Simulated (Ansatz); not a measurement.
BN:
```yaml
crystal:
  lattice:
    - [2.50011, 0.00000, 0.00000]
    - [-1.25005, 2.16516, 0.00000]
    - [0.00000, 0.00000, 4.02234]
  atoms:
    - { symbol: B, position: [0.00000, 0.00000, 0.00000] }
    - { symbol: B, position: [0.00000, 0.00000, 0.50000] }
    - { symbol: N, position: [0.33333, 0.66667, 0.25000] }
    - { symbol: N, position: [0.66667, 0.33333, 0.75000] }
```

Relaxed with PBE. Independent-particle spectrum: no excitons, no local fields, no scissors shift; 0.1 eV broadening; ε₁ of the summed bands alone.

Tabulate the dielectric function from DFT-PBE in the program Ansatz with PAW potentials.



```tsv
E (eV)	ε₁ xx	ε₂ xx	ε₁ zz	ε₂ zz
0.0	8.15	0.00	9.38	0.00
0.5	8.18	0.00	9.42	0.00
1.0	8.27	0.00	9.53	0.00
1.5	8.42	0.00	9.73	0.00
2.0	8.64	0.00	10.03	0.00
2.5	8.96	0.00	10.46	0.00
3.0	9.39	0.00	11.05	0.00
3.5	10.01	0.00	11.89	0.00
4.0	10.93	0.00	13.13	0.00
4.5	12.46	0.00	15.13	0.00
5.0	16.98	0.55	19.32	0.00
5.5	16.58	9.31	26.75	11.06
6.0	9.20	6.45	11.14	15.29
6.5	16.09	8.64	18.39	15.04
7.0	13.08	14.53	15.43	25.97
7.5	8.70	15.88	-0.09	29.11
8.0	6.25	15.13	-6.19	21.52
8.5	5.54	17.12	-8.03	15.26
9.0	-3.21	16.21	-8.21	9.72
9.5	-4.07	11.39	-5.96	7.43
10.0	-2.90	8.60	-4.66	6.19
10.5	-1.80	7.55	-3.62	5.63
11.0	-0.44	7.65	-3.19	5.71
11.5	0.42	10.10	-3.09	5.14
12.0	-3.42	9.57	-3.05	4.84
```

From ε at 5.9 eV (xx: 8.78 + 8.45i), find n, k, the normal reflectivity and the absorption coefficient.

n = 3.24, k = 1.305, R = 34 %, α = 2kE/ħc = 780000 cm⁻¹.

With all bands, ε∞ without local fields is 8.39 (xx = yy), 9.64 (zz). DFPT, with local fields, gives 8.17 (xx = yy), 9.33 (zz).

Space group P6_3/mmc (NiAs type). The cell is a constructed one: a structure type filled with these elements. Its sites differ from those of the usual phase in this space group: another stacking or structure type. The PBE relaxation kept the symmetry of its start. At this level the phase is dynamically unstable (imaginary phonons). Its formation energy is positive at this level, so the cell may be metastable or incomplete.

Potentials: the later of the program's two PAW sets.
